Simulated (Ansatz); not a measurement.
BiBrO in space group P4/nmm (No. 129; Bi on 2c, Br on 2c, O on 2a), r²SCAN (plane waves, PAW; program Ansatz), all energies at zero smearing, with the estimated change up to a 700 eV cutoff added, with one set of potentials and settings (totals compare only within such a set). Cell of 6 atoms (2 Bi, 2 Br, 2 O): -31547.262 eV.

```csv
element,reference phase,E (eV/atom)
Bi,"R-3m, 2 atoms in the cell",-12411.0586
Br,"Cmce, 4 atoms in the cell",-2792.8603
O,"C2/m, 4 atoms in the cell, spin-polarised",-566.0281
```

Formation energy per atom, worked out: (-31547.262 − 2×(-12411.0586) − 2×(-2792.8603) − 2×(-566.0281))/6 = -1.228 eV/atom (-118 kJ per mol of atoms), at 0 K, without zero-point energy or fitted corrections.

The workflow started from a Materials Project entry (that database holds measured and hypothetical structures alike); the Crystallography Open Database files this formula in space group No. 129, but the cells were not matched. Its standing as an ambient phase is unchecked. Symmetry was held in the r²SCAN relaxation; whether a distortion lowers the energy is not shown. A crystal of weakly bound layers computed without a dispersion correction: the cell and the soft elastic constants depend strongly on that. The references are the lowest solids computed at this level, not always the standard phases (solids in place of the gases). Scalar-relativistic: spin–orbit coupling is off unless named, which matters more the heavier the elements.

Potentials: the later of the program's two PAW sets.
